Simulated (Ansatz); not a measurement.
HfH₂ under pressure

Theory: DFT LDA, scalar-relativistic, plane waves, PAW (Ansatz). Settings: 420 eV plane-wave cutoff, Γ-centred 18×18×18 mesh, Fermi-Dirac smearing of 0.15 eV. No spin polarisation. Phonons by linear response, acoustic sum rule imposed.

The cell, relaxed at this level:
```cif
data_structure
_symmetry_space_group_name_H-M 'I4/mmm'
_symmetry_Int_Tables_number 139
_cell_length_a 3.4318
_cell_length_b 3.4318
_cell_length_c 4.2282
_cell_angle_alpha 90.000
_cell_angle_beta 90.000
_cell_angle_gamma 90.000
_cell_volume 49.80
loop_
_atom_site_label
_atom_site_type_symbol
_atom_site_symmetry_multiplicity
_atom_site_Wyckoff_symbol
_atom_site_fract_x
_atom_site_fract_y
_atom_site_fract_z
_atom_site_occupancy
Hf1 Hf 2 a 0.00000 0.00000 0.00000 1
H1 H 4 d 0.00000 0.50000 0.25000 1
```

In a metal, frequencies and elastic constants depend on the k mesh and the smearing, soft modes and shear constants most. Spin–orbit coupling is left out, which can shift energies with elements as heavy as these.

Optical modes at Γ (cm⁻¹) at zero pressure: 1107, 1165, 1279, 1384.

Under hydrostatic pressure the same modes lie at 1166, 1210, 1333, 1430 cm⁻¹. What is the pressure, and how much has the cell shrunk?

Results:

6 GPa; the volume is 3.5 % smaller.

Cost: 2 runs of about 6.9 core-minutes in all, on Intel Xeon Platinum 8259CL (Skylake/Cascade Lake) (shared hosts).